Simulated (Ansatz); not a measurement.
Theory: DFT PBE, scalar-relativistic, plane waves, PAW in Ansatz. Settings: cutoff 420 eV, Γ-centred meshes spaced at most about 0.3 Å⁻¹, and about 0.25 Å⁻¹ or finer for metals (2π included), Gaussian smearing. Collinear spin in cells that started with moments and kept them past the coarse steps, no spin elsewhere.

Temperature and zero-point effects are left out.

Compare these two cells of TiAl5, each relaxed at this level.

A. (no spin)

Space group I4/mmm (No. 139). a = 6.589 Å, b = 6.589 Å, c = 5.481 Å, α = 90.00°, β = 90.00°, γ = 90.00°
```csv
atom,site,symmetry,x,y,z
Ti,2b,4/mmm,0.0000,0.0000,0.5000
Al,8f,..2/m,0.2500,0.2500,0.2500
Al,2a,4/mmm,0.0000,0.0000,0.0000
```

B. (site moments under 0.1 μB)

Space group F-43m (No. 216). a = 7.354 Å, b = 7.354 Å, c = 7.354 Å, α = 90.00°, β = 90.00°, γ = 90.00°
```
atom  site  symmetry       x       y       z
  Ti    4a      -43m  0.0000  0.0000  0.0000
  Al    4d      -43m  0.2500  0.2500  0.7500
  Al   16e       .3m  0.8749  0.3749  0.8749
```

Question: Which is lower in energy, and by how much?

Answer: A is lower, by 14 meV/atom. A has space group I4/mmm (No. 139), 19.8 Å³/atom and no gap on its mesh; B has space group F-43m (No. 216), 16.6 Å³/atom and no gap. Counting all near atoms (those within 1.25 times the shortest distance at each site; a plus sign parts nearer from farther groups; a slash parts the counts of unlike sites), A has Ti 10, Al 10/6+4 and B has Ti 16, Al 6+6/16. The lower one is the more open, so pressure narrows the difference. In A, around Ti lie 10 Al at 2.70–2.74 Å; around Al on a site of symmetry 2/m lie 2 Ti at 2.70 Å, 4 Al at 2.70–2.74 Å and 4 Al at 3.29 Å; Al on a site of symmetry 4/mmm has 8 Al at 2.70 Å and 2 Ti at 2.74 Å. In B, Ti has 16 Al at 3.05–3.18 Å; Al on a site of symmetry -43m is surrounded by 12 Al at 3.05 Å and 4 Ti at 3.18 Å; Al on a site of symmetry 3m is surrounded by 6 Al at 2.60 Å, 3 Ti at 3.05 Å and 3 Al at 3.05 Å. Both come from invented guesses.

For metals, differences of a few meV/atom aren't resolved. With atoms moved at random, F-43m came back. Other cells relaxed within their symmetry can be saddle points.
